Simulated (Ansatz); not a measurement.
Ti: a two-dimensional sheet

The cell was found from a structure generator's guess, not taken from experiment.

Level of theory: DFT PBE, scalar-relativistic, plane waves, PAW (Ansatz). Cutoff 420 eV; k points 12×12×1 on the computed 3-atom cell (Γ-centred); Gaussian smearing, width 0.10 eV; no spin polarisation.

Only a and b repeat, and vacuum parts the sheet from its images along c.

```
CELL_PARAMETERS angstrom
4.19940 0.00000 0.00000
-2.09970 3.63678 0.00000
0.00000 0.00000 26.49646
ATOMIC_POSITIONS crystal
Ti 0.33333 0.66667 0.30293
Ti 0.66667 0.33333 0.30293
Ti 0.00000 0.00000 0.25222
```

Energies count from the standard state of Ti at the same level.

```yaml
Layer_group: p6mm (No. 77)
In-plane_cell: a = 4.199 Å, b = 4.199 Å, γ = 120.0°
Area_per_atom: 5.09 Å²
Thickness_between_the_outermost_nuclei: 1.34 Å
Energy_over_the_standard_state: +1.65 eV/atom
Band_gap_over_mesh_and_path: none (metal or semimetal)
Density_of_states_at_the_Fermi_level: 8.9 states/eV per cell
Löwdin_character_within_0.5_eV_of_the_Fermi_level: Ti 3d 84 %, Ti 4s 9 %, unprojected 6 %
Bader_charges_e: Ti1 -0.24, Ti2 -0.24, Ti3 0.49
```

Levels along Γ–M–K–Γ, in eV from the Fermi level, sorted by energy at each point. Points in fractions of the primitive reciprocal vectors: Γ (0.000 0.000 0.000), M (0.500 0.000 0.000), K (0.333 0.333 0.000).
| point | k (1/Å, with 2π) | band 15 | band 16 | band 17 | band 18 | band 19 | band 20 | band 21 |
| --- | --- | --- | --- | --- | --- | --- | --- | --- |
| Γ | 0.000 | -0.81 | -0.81 | -0.61 | -0.61 | -0.16 | 0.86 | 1.15 |
| - | 0.123 | -0.80 | -0.79 | -0.66 | -0.61 | -0.12 | 0.88 | 1.16 |
| - | 0.247 | -0.88 | -0.74 | -0.69 | -0.61 | -0.04 | 0.89 | 1.22 |
| - | 0.370 | -1.09 | -0.66 | -0.61 | -0.56 | 0.06 | 0.81 | 1.27 |
| - | 0.494 | -1.26 | -0.66 | -0.52 | -0.38 | 0.10 | 0.72 | 1.28 |
| - | 0.617 | -1.23 | -0.68 | -0.37 | -0.24 | -0.02 | 0.74 | 1.16 |
| - | 0.740 | -1.22 | -0.70 | -0.38 | -0.24 | -0.08 | 0.84 | 1.00 |
| M | 0.864 | -1.40 | -0.71 | -0.52 | -0.18 | -0.09 | 0.91 | 0.93 |
| - | 0.935 | -1.40 | -0.67 | -0.56 | -0.11 | -0.09 | 0.85 | 0.98 |
| - | 1.006 | -1.37 | -0.68 | -0.52 | -0.08 | 0.04 | 0.78 | 1.04 |
| - | 1.078 | -1.32 | -0.76 | -0.36 | -0.06 | 0.22 | 0.71 | 0.93 |
| - | 1.149 | -1.25 | -0.83 | -0.17 | -0.03 | 0.40 | 0.63 | 0.80 |
| - | 1.220 | -1.16 | -0.89 | 0.00 | 0.02 | 0.46 | 0.55 | 0.80 |
| - | 1.291 | -1.08 | -0.93 | 0.08 | 0.13 | 0.39 | 0.46 | 0.96 |
| K | 1.363 | -0.99 | -0.99 | 0.14 | 0.14 | 0.40 | 0.40 | 1.09 |
| - | 1.505 | -1.15 | -0.86 | 0.05 | 0.06 | 0.44 | 0.49 | 1.00 |
| - | 1.648 | -1.19 | -0.79 | -0.15 | -0.05 | 0.35 | 0.72 | 1.08 |
| - | 1.790 | -1.22 | -0.76 | -0.34 | -0.25 | 0.24 | 0.91 | 0.99 |
| - | 1.933 | -1.15 | -0.76 | -0.49 | -0.48 | 0.13 | 0.91 | 1.07 |
| - | 2.075 | -0.91 | -0.77 | -0.66 | -0.58 | -0.01 | 0.91 | 1.15 |
| - | 2.218 | -0.80 | -0.79 | -0.68 | -0.60 | -0.12 | 0.89 | 1.16 |
| Γ | 2.360 | -0.81 | -0.81 | -0.61 | -0.61 | -0.16 | 0.86 | 1.15 |

The last run used a 12×12×1 mesh for its 3-atom cell and Gaussian smearing of 0.10 eV. The cell is a metal run without spin, though a test with spin on the coarse mesh kept 0.8 μB a cell, so a magnetic state probably lies lower.
